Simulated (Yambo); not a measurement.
BSE-type run in Yambo on ZnO (wurtzite, space group P6_3mc, No. 186), at zero momentum.

Quantum ESPRESSO step (LDA, PseudoDojo standard norm-conserving files, scalar-relativistic):
```
&CONTROL
  calculation = 'nscf'
  pseudo_dir = './pseudo'
  outdir = './out'
/
&SYSTEM
  ibrav = 0
  nat = 4
  ntyp = 2
  ecutwfc = 84.0
  ecutrho = 336.0
  occupations = 'fixed'
  force_symmorphic = .true.
  nbnd = 47
/
&ELECTRONS
  conv_thr = 4e-09
  diago_full_acc = .true.
  diago_thr_init = 1e-08
/
ATOMIC_SPECIES
O 15.9990 O.upf
Zn 65.3800 Zn.upf
CELL_PARAMETERS angstrom
  3.184470427392   0.000000000000   0.000000000000
 -1.592235213696   2.757832287722   0.000000000000
  0.000000000000   0.000000000000   5.145918557000
ATOMIC_POSITIONS crystal
O   0.666666667000   0.333333333000   0.879436509400
O   0.333333333667   0.666666666333   0.379436509400
Zn   0.666666667000   0.333333333000   0.500873490600
Zn   0.333333333667   0.666666666333   0.000873490600
K_POINTS automatic
12 12 6 0 0 0
```

Yambo input:
```
rim_cut
optics
bse
bss
dipoles
em1s
RandQpts= 1000000
RandGvec= 1 Ry
FFTGvecs= 40 Ry
Chimod= "HARTREE"
BSKmod= "SEX"
BSEmod= "resonant"
BSSmod= "hs"
BSENGexx= 15 Ry
BSENGBlk= 4 Ry
% BSEQptR
 1 | 1 |
%
% BSEBands
 22 | 28 |
%
% BEnRange
 0.0 | 6.1 | eV
%
% BDmRange
 0.15 | 0.15 | eV
%
BEnSteps= 122
% BLongDir
 1.0 | 0.0 | 0.0 |
%
BSHayTrs= -0.02
BSSNEig= 24
WRbsWF
% BndsRnXs
 9 | 42 |
%
NGsBlkXs= 4 Ry
% LongDrXs
 1.0 | 1.0 | 1.0 |
%
```

From the report:

The dimension is k points × valence × conduction bands = 864 × 5 × 2 = 8640.
```
  [SLEPC] Approach                          : Krylov-Schur
  [SLEPC] Number of requested eigenvalues   :  24
  [SLEPC] Number of eigenvalues        [NEV]:  24
   [K] Dimension                                    :   8640
   [K] Bands                                        :  22  28
   [K] Exchange res                                 : yes
   [K] Correlation res                              : yes
   [K] W interaction is bare                        : no
   [K] RL vectors exchange                          :  313
   [K] RL vectors correlation                       :   43
   [W] Matrix size                                  :   43
   [W] Bands                                        :    9   42
   [W] Coulomb Cutoff                               : none
   [W] Hxc Kernel                                   : HARTREE
```

Geometry relaxed with LDA.

With a shallow 3d shell G0W0 needs far more bands and larger blocks than here, so the scissor is uncertain by tenths of an eV or more.
